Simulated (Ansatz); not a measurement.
## fluorite-structured TaGa2

The computed numbers are results of PBEsol, scalar-relativistic (no spin polarisation) in the plane-wave PAW code Ansatz at 420 eV, Γ-centred 10×10×10 mesh, 0.05 eV Gaussian smearing. The datasets are Ansatz's generated set soft_2.

Space group Fm-3m (No. 225). a = 6.142 Å, b = 6.142 Å, c = 6.142 Å, α = 90.00°, β = 90.00°, γ = 90.00°
```json
{"atom": "Ta", "site": "4a", "symmetry": "m-3m", "x": "0.0000", "y": "0.0000", "z": "0.0000"}
{"atom": "Ga", "site": "8c", "symmetry": "-43m", "x": "0.2500", "y": "0.7500", "z": "0.7500"}
```

The cell came from substitution into a structure type; whether the compound takes it is for experiment to say.

The cell is relaxed to zero pressure at this level.

The run used a cell of 3 atoms; the mesh refers to it.

```json
{
  "Volume": "19.31 Å³/atom",
  "Formation energy from the elements (0 K, uncorrected)": "0.47 eV/atom (unstable against the elements)",
  "Pressure derivative B0′": "4.4"
}
```

(1) Fill in the bulk modulus (Birch–Murnaghan) (PBEsol).

(2) Fill in the band gap (PBEsol).

Answers:

(1) 100 GPa.

(2) zero (metallic).

The calculation's cell holds 39 valence electrons, an odd number. Without magnetic order each band takes two, so one stays part-filled and the crystal must be a metal. (Only strong correlation, outside this picture, could make a Mott insulator of it.)

These numbers lack spin–orbit coupling.
